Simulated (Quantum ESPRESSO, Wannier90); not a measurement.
VN (P-6m2), plane waves to Wannier functions

Structure: Materials Project mp-1018027, symmetrised, not relaxed again. Not found in the COD (Crystallography Open Database) copy used, which has the formula in other groups; not checked further. Method: PBEsol plane waves in Quantum ESPRESSO 7.5 (PseudoDojo norm-conserving files, 68 Ry, no spin polarisation, no spin-orbit coupling), Bloch states on a 12×12×10 mesh through Γ, Wannier90 4.0.1. Density: 18×18×12 mesh, cold smearing 0.01 Ry. A non-magnetic state is assumed, with no Hubbard U on the 3d ions.

Input w.win:

```
num_bands = 17
num_wann = 8
exclude_bands = 1-5
num_iter = 0
conv_tol = 1.0e-6
conv_window = 4
dis_num_iter = 1000
dis_conv_tol = 1.0e-6
dis_froz_max = 19.34
write_hr = true
write_u_matrices = true
begin projections
V: d
N: p
end projections
begin unit_cell_cart
ang
    2.7339000643    0.0000000000    0.0000000000
   -1.3669500322    2.3676269071    0.0000000000
    0.0000000000    0.0000000000    2.6413500000
end unit_cell_cart
begin atoms_frac
V   -0.3333333333  0.3333333333  0.0000000000
N    0.3333333333 -0.3333333333  0.5000000000
end atoms_frac
mp_grid = 12 12 10
begin kpoints
0.0000000000 0.0000000000 0.0000000000
0.0000000000 0.0000000000 0.1000000000
0.0000000000 0.0000000000 0.2000000000
... (1437 more lines: the 12x12x10 mesh through Gamma)
end kpoints
```

On the energy scale of pw.x, whose zero is arbitrary, the Fermi level lies at 17.84 eV. Lines of w_hr.dat (R1 R2 R3 m n Re Im, eV) for R = 0 and one of the shortest lattice vectors, rounded to 0.01 eV, lines under 0.02 eV left out; orbitals in order: V1 dz2, V1 dxz, V1 dyz, V1 dx2-y2, V1 dxy, N2 pz, N2 px, N2 py.

```
    0    0    0    1    1    17.96     0.00
    0    0    0    6    1    -0.10     0.00
    0    0    0    7    1    -0.11     0.00
    0    0    0    8    1     0.06     0.00
    0    0    0    2    2    19.15     0.00
    0    0    0    6    2     0.03     0.00
    0    0    0    7    2     0.03     0.00
    0    0    0    3    3    19.15     0.00
    0    0    0    8    3     0.05     0.00
    0    0    0    4    4    18.28     0.00
    0    0    0    6    4     0.10     0.00
    0    0    0    7    4     0.09     0.00
    0    0    0    8    4    -0.06     0.00
    0    0    0    5    5    18.28     0.00
    0    0    0    6    5    -0.17     0.00
    0    0    0    7    5    -0.16     0.00
    0    0    0    8    5     0.09     0.00
    0    0    0    1    6    -0.10     0.00
    0    0    0    2    6     0.03     0.00
    0    0    0    4    6     0.10     0.00
    0    0    0    5    6    -0.17     0.00
    0    0    0    6    6    15.29     0.00
    0    0    0    1    7    -0.11     0.00
    0    0    0    2    7     0.03     0.00
    0    0    0    4    7     0.09     0.00
    0    0    0    5    7    -0.16     0.00
    0    0    0    7    7    15.60     0.00
    0    0    0    1    8     0.06     0.00
    0    0    0    3    8     0.05     0.00
    0    0    0    4    8    -0.06     0.00
    0    0    0    5    8     0.09     0.00
    0    0    0    8    8    15.60     0.00
    0    0   -1    1    1    -0.83     0.00
    0    0   -1    5    2     0.22     0.00
    0    0   -1    6    2    -0.02     0.00
    0    0   -1    4    3     0.22     0.00
    0    0   -1    3    4    -0.22     0.00
    0    0   -1    4    4     0.07     0.00
    0    0   -1    2    5    -0.22     0.00
    0    0   -1    5    5     0.07     0.00
    0    0   -1    1    6     0.10     0.00
    0    0   -1    2    6     0.03     0.00
    0    0   -1    4    6    -0.10     0.00
    0    0   -1    5    6     0.17     0.00
    0    0   -1    6    6     1.05     0.00
    0    0   -1    1    7    -0.11     0.00
    0    0   -1    2    7    -0.03     0.00
    0    0   -1    4    7     0.09     0.00
    0    0   -1    5    7    -0.16     0.00
    0    0   -1    7    7    -0.32     0.00
    0    0   -1    1    8     0.06     0.00
    0    0   -1    3    8    -0.05     0.00
    0    0   -1    4    8    -0.06     0.00
    0    0   -1    5    8     0.09     0.00
    0    0   -1    8    8    -0.32     0.00
```
